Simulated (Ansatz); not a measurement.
Hf3Ge2:
```cif
data_Ge4Hf6
_chemical_formula_sum 'Hf6 Ge4'
_space_group_name_H-M_alt 'P4/mbm'
_space_group_IT_number 127
_space_group_name_Hall '-P 4 2ab'
_cell_length_a 7.11370
_cell_length_b 7.11370
_cell_length_c 3.70509
_cell_angle_alpha 90.000
_cell_angle_beta 90.000
_cell_angle_gamma 90.000
loop_
_atom_site_label
_atom_site_type_symbol
_atom_site_symmetry_multiplicity
_atom_site_Wyckoff_symbol
_atom_site_fract_x
_atom_site_fract_y
_atom_site_fract_z
_atom_site_occupancy
Hf1 Hf 2 a 0.00000 0.00000 0.00000 1
Hf2 Hf 4 h 0.33018 0.16982 0.50000 1
Ge1 Ge 4 g 0.13073 0.36927 0.00000 1
```

Relaxed with r²SCAN.

Problem. Which orbitals make up the states near the Fermi level in DFT-r²SCAN in the program Ansatz with PAW potentials?

Solution. Within 0.5 eV of the Fermi level: Hf 5d 84 %, Ge 4p 8 %. Projections are on Löwdin-orthogonalised atomic valence shells; empty p or d shells of many metals are not among them.

Problem. Tabulate the density of states.

Solution. States/eV per cell of 10 atoms, in 0.25 eV bins, energy from the Fermi level.

| E (eV) | total | Hf 5d | Ge 4p | Hf 6s |
|---|---|---|---|---|
| -7.85 | 0.40 | 0.11 | 0.03 | 0.01 |
| -7.60 | 0.00 | 0.00 | 0.00 | 0.00 |
| -7.35 | 0.00 | 0.00 | 0.00 | 0.00 |
| -7.10 | 0.00 | 0.00 | 0.00 | 0.00 |
| -6.85 | 0.00 | 0.00 | 0.00 | 0.00 |
| -6.60 | 0.00 | 0.00 | 0.00 | 0.00 |
| -6.35 | 0.00 | 0.00 | 0.00 | 0.00 |
| -6.10 | 0.47 | 0.10 | 0.24 | 0.11 |
| -5.85 | 2.03 | 0.50 | 1.00 | 0.41 |
| -5.60 | 2.50 | 0.65 | 1.22 | 0.47 |
| -5.35 | 3.21 | 0.88 | 1.54 | 0.56 |
| -5.10 | 4.01 | 1.09 | 1.98 | 0.68 |
| -4.85 | 2.81 | 0.82 | 1.36 | 0.45 |
| -4.60 | 2.53 | 0.77 | 1.17 | 0.42 |
| -4.35 | 3.90 | 1.25 | 1.88 | 0.48 |
| -4.10 | 4.33 | 1.28 | 2.24 | 0.44 |
| -3.85 | 3.98 | 1.32 | 1.96 | 0.39 |
| -3.60 | 4.51 | 1.54 | 2.30 | 0.39 |
| -3.35 | 5.40 | 1.95 | 2.72 | 0.43 |
| -3.10 | 5.96 | 2.19 | 3.21 | 0.29 |
| -2.85 | 5.67 | 2.35 | 2.90 | 0.20 |
| -2.60 | 7.91 | 3.25 | 4.11 | 0.23 |
| -2.35 | 7.95 | 3.87 | 3.57 | 0.23 |
| -2.10 | 7.19 | 3.76 | 3.06 | 0.16 |
| -1.85 | 3.82 | 2.29 | 1.32 | 0.11 |
| -1.60 | 5.03 | 3.51 | 1.08 | 0.28 |
| -1.35 | 8.20 | 6.06 | 1.27 | 0.56 |
| -1.10 | 9.88 | 7.47 | 1.62 | 0.40 |
| -0.85 | 6.34 | 4.90 | 1.04 | 0.16 |
| -0.60 | 5.22 | 4.28 | 0.61 | 0.11 |
| -0.35 | 8.52 | 6.96 | 0.70 | 0.28 |
| -0.10 | 7.23 | 6.02 | 0.62 | 0.15 |
| 0.15 | 4.63 | 4.10 | 0.29 | 0.08 |
| 0.40 | 3.81 | 3.35 | 0.27 | 0.06 |
| 0.65 | 3.25 | 2.76 | 0.31 | 0.04 |
| 0.90 | 2.39 | 2.03 | 0.22 | 0.03 |
| 1.15 | 1.90 | 1.63 | 0.15 | 0.04 |
| 1.40 | 4.66 | 3.84 | 0.44 | 0.14 |
| 1.65 | 5.53 | 4.51 | 0.52 | 0.20 |
| 1.90 | 5.29 | 4.22 | 0.50 | 0.22 |
| 2.15 | 6.60 | 5.22 | 0.59 | 0.29 |
| 2.40 | 7.68 | 5.90 | 0.62 | 0.41 |
| 2.65 | 6.43 | 5.03 | 0.50 | 0.35 |
| 2.90 | 6.87 | 5.28 | 0.65 | 0.31 |
| 3.15 | 7.82 | 5.97 | 0.73 | 0.39 |
| 3.40 | 8.97 | 6.91 | 0.79 | 0.46 |
| 3.65 | 12.07 | 9.28 | 1.06 | 0.63 |
| 3.90 | 12.06 | 9.43 | 0.87 | 0.75 |
| 4.15 | 11.55 | 9.11 | 0.76 | 0.77 |
| 4.40 | 11.19 | 8.84 | 0.73 | 0.56 |
| 4.65 | 11.88 | 9.15 | 1.03 | 0.55 |

The first step of the workflow began from a Materials Project structure, measured or hypothetical; the Crystallography Open Database copy checked does not list it. Its standing as an ambient phase is unchecked. Symmetry was held in the r²SCAN relaxation; whether a distortion lowers the energy is not shown. No spin polarisation was allowed. Scalar-relativistic: spin–orbit coupling is off unless named, which matters more the heavier the elements.

Potentials: the later of the program's two PAW sets.
